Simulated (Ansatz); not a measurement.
Consider the following.

Relaxed BN (h-BN type, space group P6_3/mmc):

```
BN
1.0
    2.50046     0.00000     0.00000
   -1.25023     2.16546     0.00000
    0.00000     0.00000     6.41170
B N
2 2
Direct
  0.33333   0.66667   0.25000
  0.66667   0.33333   0.75000
  0.33333   0.66667   0.75000
  0.66667   0.33333   0.25000
```

Two-dimensional scan of atom 4 (N, nearest neighbour B at 1.444 Å; its periodic images, 2.5 Å or more away, move with it): u runs along (0.707, 0.707, 0.000), v along (0.000, 0.000, 1.000) (Cartesian). Cell and other atoms are fixed.

Computed with PBEsol-D3(BJ) (plane waves to 420 eV, PAW, scalar-relativistic; Ansatz, a quantum-chemistry and plane-wave program). k mesh 12×12×4 (Γ-centred), Fermi-Dirac smearing 0.05 eV. The energy includes the smearing's −TS. Points where atoms come too close for the PAW data are left out (x in tables, blank in figures). BN was relaxed with its symmetry unable to fall. The zero of ΔE is the undisplaced structure. Axes are in Å.

The scan covers u from -0.360 to 0.360 Å in 7 points and v from -0.360 to 0.360 Å in 7 points.

### Question
In which direction of the plane is the atom held most weakly?

### Answer
Along v.

### Question
What are the two principal curvatures of the energy at the centre?

### Answer
13.4 and 42.0 eV/Å².

(For displaced atoms, the force is minus the slope of the energy, and its curvature is a force constant, which sets phonon frequencies.)
